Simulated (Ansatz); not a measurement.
TaSiB in space group Cmcm (No. 63; Si on 4c, B on 4c, Ta on 4c) at seven volumes, the program Ansatz at the PBEsol level (PAW), shape and atoms relaxed at each. One row is withheld.

```json
[
 {"V (Å³/atom)": "10.476", "P (GPa)": "28.23"},
 {"V (Å³/atom)": "10.821", "P (GPa)": "17.29"},
 {"V (Å³/atom)": "11.167", "P (GPa)": "?"},
 {"V (Å³/atom)": "11.512", "P (GPa)": "0.00"},
 {"V (Å³/atom)": "11.857", "P (GPa)": "-6.77"},
 {"V (Å³/atom)": "12.203", "P (GPa)": "-12.52"},
 {"V (Å³/atom)": "12.548", "P (GPa)": "-17.37"}
]
```

Task: Fit the shown pressures and predict the withheld one.

Result: Third-order Birch–Murnaghan: P = (3/2)B₀(x^(7/2) − x^(5/2))[1 + (3/4)(B′ − 4)(x − 1)] with x = (V₀/V)^(2/3). Least squares on the six rows gives V₀ = 11.512 Å³/atom, B₀ = 243.6 GPa, B′ = 4.38. At V = 11.167, x = 1.0205 and P = 7.92 GPa. The run itself gave 7.96 GPa.

The start of the workflow was typed in or built on a structure type; neither database checked (COD, Materials Project) lists it. Whether it is the stable phase at ambient conditions was not checked. Symmetry was held in the PBEsol relaxation; whether a distortion lowers the energy is not shown. No spin polarisation was allowed. Spin–orbit coupling is left out wherever it is not named.

Potentials: the earlier of the program's two PAW sets. The files were generated under PBE; for other functionals the program regenerates the frozen cores, and for LDA and PBEsol the local potential too.
